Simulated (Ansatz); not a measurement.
## MoS2 with indium replacing Mo, one structure, two calculations

Cell: a supercell of MoS2 (space group P6_3/mmc) built from a COD entry, with the ions relaxed around the defect (PBE).

Space group Pm (No. 6); a = 6.3380, b = 12.3240, c = 8.3844 Å, β = 100.89°.

| site | Wyckoff | site symmetry | x | y | z |
| --- | --- | --- | --- | --- | --- |
| In | 1b | m | 0.2250 | 0.5000 | 0.8923 |
| Mo2 | 1b | m | 0.7211 | 0.5000 | 0.8836 |
| Mo3 | 1b | m | 0.8788 | 0.5000 | 0.5483 |
| Mo4 | 1b | m | 0.3939 | 0.5000 | 0.5468 |
| Mo5 | 1b | m | 0.5623 | 0.5000 | 0.2311 |
| Mo6 | 1b | m | 0.0528 | 0.5000 | 0.2326 |
| Mo7 | 1a | m | 0.9443 | 0.0000 | 0.7778 |
| Mo8 | 1a | m | 0.4445 | 0.0000 | 0.7778 |
| Mo9 | 1a | m | 0.6111 | 0.0000 | 0.4444 |
| Mo10 | 1a | m | 0.1110 | 0.0000 | 0.4444 |
| Mo11 | 1a | m | 0.2778 | 0.0000 | 0.1113 |
| Mo12 | 1a | m | 0.7778 | 0.0000 | 0.1111 |
| S13 | 2c | 1 | 0.2222 | 0.1268 | 0.8891 |
| S14 | 2c | 1 | 0.7222 | 0.1267 | 0.8889 |
| S15 | 2c | 1 | 0.8887 | 0.1267 | 0.5555 |
| S16 | 2c | 1 | 0.3888 | 0.1267 | 0.5555 |
| S17 | 2c | 1 | 0.5557 | 0.1267 | 0.2222 |
| S18 | 2c | 1 | 0.0554 | 0.1267 | 0.2224 |
| S19 | 2c | 1 | 0.9262 | 0.6313 | 0.7664 |
| S20 | 2c | 1 | 0.4579 | 0.6316 | 0.7649 |
| S21 | 2c | 1 | 0.6124 | 0.6305 | 0.4419 |
| S22 | 2c | 1 | 0.1103 | 0.6273 | 0.4497 |
| S23 | 2c | 1 | 0.2821 | 0.6305 | 0.1330 |
| S24 | 2c | 1 | 0.7780 | 0.6255 | 0.1094 |

One atom of each set is listed; the run and its k-mesh use a cell of 36 atoms with edges of 9.51, 6.34, 12.32 Å.

First run. The numbers come from a DFT calculation in Ansatz (PBE, plane waves and PAW, scalar-relativistic, collinear spin, 420 eV cutoff, Γ-centred 3×4×2 k-points, Fermi–Dirac smearing 0.01 eV). Start moments as typed (μB): 1 on each In, none on the rest.

| site | V_zz (10²¹ V/m²) | η | m (μB) |
| --- | --- | --- | --- |
| In | -5.19 | 0.39 | 0.01 |
| Mo2 | -11.62 | 0.07 | 0.29 |
| Mo3 | -9.11 | 0.37 | -0.01 |
| Mo4 | -8.11 | 0.50 | -0.02 |
| Mo5 | -10.03 | 0.36 | 0.08 |
| Mo6 | -10.50 | 0.43 | 0.04 |
| Mo12 | -7.50 | 0.01 | 0.00 |
| S16 | -5.10 | 0.01 | 0.00 |
| S19 | -2.79 | 0.99 | 0.06 |
| S20 | 2.80 | 0.95 | 0.06 |
| S21 | -3.96 | 0.17 | 0.01 |
| S22 | -5.08 | 0.26 | 0.01 |
| S23 | -4.42 | 0.67 | 0.01 |
| S24 | -6.04 | 0.17 | 0.00 |

Second run. The same atoms and settings, except that the functional is r2SCAN and the cutoff is 500 eV.

Problem. Given the first result, estimate the second.

Solution. 

```json
{"site": "In", "V_zz": "-5.99", "η": "0.13", "change of V_zz": "-0.80", "m (μB)": "0.01"}
{"site": "Mo2", "V_zz": "-11.61", "η": "0.07", "change of V_zz": "+0.01", "m (μB)": "0.51"}
{"site": "Mo3", "V_zz": "-9.62", "η": "0.45", "change of V_zz": "-0.51", "m (μB)": "-0.17"}
{"site": "Mo4", "V_zz": "-8.29", "η": "0.60", "change of V_zz": "-0.18", "m (μB)": "-0.19"}
{"site": "Mo5", "V_zz": "-10.21", "η": "0.37", "change of V_zz": "-0.18", "m (μB)": "0.21"}
{"site": "Mo6", "V_zz": "-10.58", "η": "0.45", "change of V_zz": "-0.08", "m (μB)": "0.16"}
{"site": "Mo12", "V_zz": "-7.64", "η": "0.01", "change of V_zz": "-0.14", "m (μB)": "0.00"}
{"site": "S16", "V_zz": "-5.23", "η": "0.01", "change of V_zz": "-0.13", "m (μB)": "0.00"}
{"site": "S19", "V_zz": "-4.44", "η": "0.77", "change of V_zz": "-1.65", "m (μB)": "0.03"}
{"site": "S20", "V_zz": "-4.50", "η": "0.75", "change of V_zz": "–", "m (μB)": "0.03"}
{"site": "S21", "V_zz": "-3.89", "η": "0.31", "change of V_zz": "+0.07", "m (μB)": "0.00"}
{"site": "S22", "V_zz": "-5.17", "η": "0.22", "change of V_zz": "-0.09", "m (μB)": "0.02"}
{"site": "S23", "V_zz": "-5.03", "η": "0.75", "change of V_zz": "-0.61", "m (μB)": "0.01"}
{"site": "S24", "V_zz": "-6.07", "η": "0.12", "change of V_zz": "-0.03", "m (μB)": "-0.02"}
```

The largest change of V_zz along a kept axis is on S19, from -2.79 to -4.44. In per cent, |V_zz| changes by +16 on In, 0 to +6 on Mo, -2 to +59 on S (all sites that start above 2, bar those whose gradient vanishes or changes sign or whose main axis turns by over 40°). Where |V_zz| stays above 0.1 and the axes keep their order, η moves most on In, from 0.39 to 0.13. On S20 the largest principal value lies along another axis in the second run, so the two V_zz can't be compared directly. The table leaves out 10 of the 24 sites, with |V_zz| up to 7.71; their tensors move by 0.14 at most along any direction. The statements above cover all sites. The absolute magnetisation of the cell goes from 1.2 to 2.4 μB.

The defect repeats with the cell of 36 atoms, so it feels its images: sites between two images don't show the values beside a lone defect, and zeros or small values of η there can come from the images' arrangement. Mo and S carry a gradient in the pure host already, so the values there aren't the defect's effect alone. The relaxation keeps the site symmetry m of the start, so the impurity can move only within its mirror plane; a distortion that would localise the partly filled state isn't explored. The shape of the repeated cell lowers the symmetry of the defect's site from -6m2 to m, so η and the spread among like neighbours partly reflect the cell. The defect cell has no gap above 0.1 eV on its mesh, so the values can hang on the smearing and the k-mesh. Without spin–orbit coupling (the program notes it for In and Mo) the gradients can shift by some per cent, and by up to a factor of two as the program warns, since there is no gap. The run lost most of its start moments on In; a state with other moments may lie lower.
For the second run: The program didn't check the stability of this electronic state in full, so a lower one may lie near.
